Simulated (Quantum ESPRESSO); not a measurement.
Convergence test: LiCl

```xyz
2
Lattice="0.0000 2.5421 2.5421 2.5421 0.0000 2.5421 2.5421 2.5421 0.0000" Properties=species:S:1:pos:R:3 pbc="T T T"
Li     0.0000     0.0000     0.0000
Cl     2.5421     2.5421     2.5421
```
The geometry is a computed Materials Project entry, not a measured one. It is LiCl in Fm-3m. Stability against distortions was not tested.

Method: PBE GIPAW (a modified build of Quantum ESPRESSO, JTH PAW datasets); kept fixed: k-mesh 5×5×5 shifted. Costs are rough, from a shared machine. These are absolute shieldings with no macroscopic susceptibility term; δ = σ_ref − σ needs a reference computed alike. The datasets of Cl hold no d projectors, which limits absolute σ on these atoms.

```json
[
 {"plane-wave cutoff (Ha)": "8", "σ_iso Li (ppm)": "74.0", "σ_iso Cl (ppm)": "914.7", "f-sum rule missed by (%)": "1.5", "rough cost ratio": "about 1"},
 {"plane-wave cutoff (Ha)": "10", "σ_iso Li (ppm)": "78.3", "σ_iso Cl (ppm)": "911.8", "f-sum rule missed by (%)": "0.47", "rough cost ratio": "about 1"},
 {"plane-wave cutoff (Ha)": "12", "σ_iso Li (ppm)": "79.9", "σ_iso Cl (ppm)": "910.6", "f-sum rule missed by (%)": "0.16", "rough cost ratio": "about 1"},
 {"plane-wave cutoff (Ha)": "15", "σ_iso Li (ppm)": "80.6", "σ_iso Cl (ppm)": "911.6", "f-sum rule missed by (%)": "0.01", "rough cost ratio": "about 1"},
 {"plane-wave cutoff (Ha)": "18", "σ_iso Li (ppm)": "80.7", "σ_iso Cl (ppm)": "910.7", "f-sum rule missed by (%)": "0.03", "rough cost ratio": "about 1"},
 {"plane-wave cutoff (Ha)": "22", "σ_iso Li (ppm)": "80.6", "σ_iso Cl (ppm)": "909.7", "f-sum rule missed by (%)": "0.01", "rough cost ratio": "2"},
 {"plane-wave cutoff (Ha)": "25", "σ_iso Li (ppm)": "80.5", "σ_iso Cl (ppm)": "909.6", "f-sum rule missed by (%)": "0.00", "rough cost ratio": "2"},
 {"plane-wave cutoff (Ha)": "28", "σ_iso Li (ppm)": "80.5", "σ_iso Cl (ppm)": "909.4", "f-sum rule missed by (%)": "0.00", "rough cost ratio": "3"},
 {"plane-wave cutoff (Ha)": "35", "σ_iso Li (ppm)": "80.4", "σ_iso Cl (ppm)": "909.3", "f-sum rule missed by (%)": "0.00", "rough cost ratio": "5"},
 {"plane-wave cutoff (Ha)": "45", "σ_iso Li (ppm)": "80.3", "σ_iso Cl (ppm)": "909.3", "f-sum rule missed by (%)": "0.00", "rough cost ratio": "8"}
]
```

Largest spread: σ_iso Li (ppm) moves over 6.7 across the rows.
